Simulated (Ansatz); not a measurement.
**Property card for SnTe$_{2}$**

SnTe₂:
```cif
data_Sn3Te6
_chemical_formula_sum 'Sn3 Te6'
_space_group_name_H-M_alt 'R-3m :H'
_space_group_IT_number 166
_space_group_name_Hall '-R 3 2"'
_cell_length_a 4.09992
_cell_length_b 4.09992
_cell_length_c 18.27475
_cell_angle_alpha 90.000
_cell_angle_beta 90.000
_cell_angle_gamma 120.000
loop_
_atom_site_label
_atom_site_type_symbol
_atom_site_symmetry_multiplicity
_atom_site_Wyckoff_symbol
_atom_site_fract_x
_atom_site_fract_y
_atom_site_fract_z
_atom_site_occupancy
Sn1 Sn 3 a 0.00000 0.00000 0.00000 1
Te1 Te 6 c 0.00000 0.00000 0.23461 1
```
(The calculation used a cell of 3 atoms; values per cell refer to that cell.)

Space group R-3m (No. 166); conventional cell a = b = 4.0999 Å, c = 18.2748 Å, α = β = 90.00°, γ = 120.00°.

Method: LDA (plane waves, PAW; program Ansatz). Geometry: relaxed at this level of theory. Other levels are named where they apply.

Cell and energy:

```yaml
volume_per_atom: 29.56 Å³
density: 7.00 g/cm³
Formation energy from the elements (no fitted shifts): -9.5 kJ/mol of atoms
```

Electronic structure:

```yaml
electronic_character: metallic (no gap)
Density of states at the Fermi level: 0.78 states/eV per atom (mean over ±0.08 eV)
```

Mechanics:

```yaml
Bulk modulus (Birch–Murnaghan fit): 46.7 GPa
Pressure derivative B′: 5.3
```

Phonons:

```yaml
highest_zone_centre_frequency: 164 cm⁻¹
zone_centre_stability: no imaginary mode at Γ
```

The cell is a constructed one: a structure type filled with these elements; neither database checked (COD, Materials Project) lists it. Whether it is the stable phase at ambient conditions was not checked. The LDA relaxation kept the symmetry of its start. A crystal of weakly bound layers computed without a dispersion correction: the cell and the soft elastic constants depend strongly on that. As this level gives no gap, phonon frequencies hold no LO–TO term and depend on the k-mesh and smearing (Fermi–Dirac, 0.1 eV here). The references are the lowest solids computed at this level, not always the standard phases. Scalar-relativistic: spin–orbit coupling is off unless named, which matters more the heavier the elements.

Potentials: the later of the program's two PAW sets.
